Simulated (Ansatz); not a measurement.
## Ca4As3, before and after

The cell of Ca4As3 is invented: random cell by space group and Wyckoff sites (P-62m, No. 189). The dimensions are guesses.

POSCAR.start

```
Ca As
1.0
     5.79321    0.00000    0.00000
    -2.89660    5.01707    0.00000
     0.00000    0.00000    6.80522
Ca As
4 3
Direct
  0.33333 0.66667 0.77719
  0.33333 0.66667 0.22281
  0.66667 0.33333 0.22281
  0.66667 0.33333 0.77719
  0.65583 0.00000 0.00000
  0.00000 0.65583 0.00000
  0.34417 0.34417 0.00000
```

These are results of DFT PBE, scalar-relativistic, plane waves, PAW (Ansatz 0.2.0), not measurements. Cutoff 420 eV, Gaussian smearing, Γ-centred meshes. Cell and atoms relax first on a coarse mesh and then on a finer one. In between, the cell is made exact in the group found at 0.06 Å. In metals the finer mesh still leaves noise of several meV/atom or more. The steps can't lower the symmetry of their start. No spin polarisation.

POSCAR.end

```
Ca As
1.0
     6.29426    0.00000    0.00000
    -3.14713    5.45099    0.00000
     0.00000    0.00000    7.53359
Ca As
4 3
Direct
  0.33333 0.66667 0.75909
  0.33333 0.66667 0.24091
  0.66667 0.33333 0.24091
  0.66667 0.33333 0.75909
  0.74156 0.00000 0.00000
  0.00000 0.74156 0.00000
  0.25844 0.25844 0.00000
```

The symmetry stays P-62m (No. 189). The volume per atom grows by 30.7 %, from 28.3 to 36.9 Å³. The shortest distance goes from 2.43 Å (Ca–As) to 2.82 Å (As–As). The energy falls by about 1.1 eV/atom (the start's value is from the coarse mesh).

For Ca4As3, the volume per atom is 36.93 Å³, the density is 2.47 g/cm³ and the formation energy is −0.24 eV/atom. The gap on the 6×6×6 mesh of the 7-atom cell is 0 eV (a metal).

Formation energies are uncorrected and refer to the elements' standard structures at the same level. Whether it is stable depends on the other phases of the system, which aren't compared here.

The last run used Gaussian smearing of 0.10 eV. An odd number of electrons in the primitive cell allows no gap without spin; a larger cell or a magnetic state could open one. The cell is a metal run without spin; a magnetic state may lie lower. The reference form of As is held partly by dispersion forces, which this level lacks. Symmetry constrained the relaxation, so the result can be a saddle point. In all, the 3 runs took 8.7 min on 1 thread of Intel(R) Xeon(R) Processor @ 2.50GHz (Skylake/Cascade Lake) (shared host).
